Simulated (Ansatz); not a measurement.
Theory: DFT PBE, scalar-relativistic, plane waves, PAW (Ansatz 0.2.0). All cells share a 420 eV cutoff and Γ-centred k meshes spaced at most about 0.3 Å⁻¹ (about 0.25 or finer for metals, 2π included). No spin polarisation in the final relaxations.

These are static total energies at zero pressure.

Two forms of AlSi₅ were relaxed alike.

A.

Space group Pmma (No. 51). a = 4.810 Å, b = 4.934 Å, c = 8.018 Å, α = 90.00°, β = 90.00°, γ = 90.00°
| atom | site | symmetry | x | y | z |
| --- | --- | --- | --- | --- | --- |
| Al | 2e | mm2 | 0.7500 | 0.0000 | 0.7274 |
| Si | 2e | mm2 | 0.7500 | 0.0000 | 0.3943 |
| Si | 2e | mm2 | 0.2500 | 0.0000 | 0.9342 |
| Si | 2f | mm2 | 0.2500 | 0.5000 | 0.5445 |
| Si | 2f | mm2 | 0.7500 | 0.5000 | 0.1220 |
| Si | 2f | mm2 | 0.7500 | 0.5000 | 0.7922 |

B.

Space group P6/mmm (No. 191). a = 4.895 Å, b = 4.895 Å, c = 4.718 Å, α = 90.00°, β = 90.00°, γ = 120.00°
```csv
atom,site,symmetry,x,y,z
Al,1b,6/mmm,0.0000,0.0000,0.5000
Si,2d,-6m2,0.3333,0.6667,0.5000
Si,3f,mmm,0.5000,0.0000,0.0000
```

**Question.** Which form is favoured at zero pressure, and by what margin per atom?

**Answer.** A is lower, by 242 meV/atom. A has space group Pmma (No. 51), 15.9 Å³/atom and no gap on its mesh; B has space group P6/mmm (No. 191), 16.3 Å³/atom and no gap. Counting Si atoms around Al (those within 1.25 times the shortest such distance or 1.15 times the sum of covalent radii; a plus sign parts nearer from farther groups; the shortest distance is added where it is long for a bond), A has Al 8 and B has Al 6+12 from 2.8 Å. A holds Si–Si bonds in all directions (shortest 2.50 Å); B holds Si–Si nets (shortest 2.45 Å). Even the lower one lies +0.28 eV/atom against the reference forms of the elements (uncorrected), so neither is stable at this level. In A, around Al lie 6 Si at 2.52–2.71 Å and 2 Si at 2.92 Å; Si on its first site is surrounded by 3 Si at 2.52–2.63 Å, 3 Al at 2.60–2.67 Å and 2 Si at 2.94 Å; Si on its second site is surrounded by 5 Si at 2.51–2.63 Å, 1 Al at 2.71 Å and 2 Al at 2.92 Å; 3 more sites not described. In B, around Al lie 6 Si at 2.83 Å and 12 Si at 3.40 Å; around Si on a site of symmetry -6m2 lie 9 Si at 2.75–2.83 Å and 3 Al at 2.83 Å; Si on a site of symmetry mmm has 4 Si at 2.45 Å and 4 Si at 2.75 Å. Both come from invented guesses.

A magnetic state wasn't ruled out in cells without spin, among them P6/mmm. Cells relaxed within their symmetry can be saddle points. The Pmma cell of AlSi5 came from shaking the P6/mmm one.
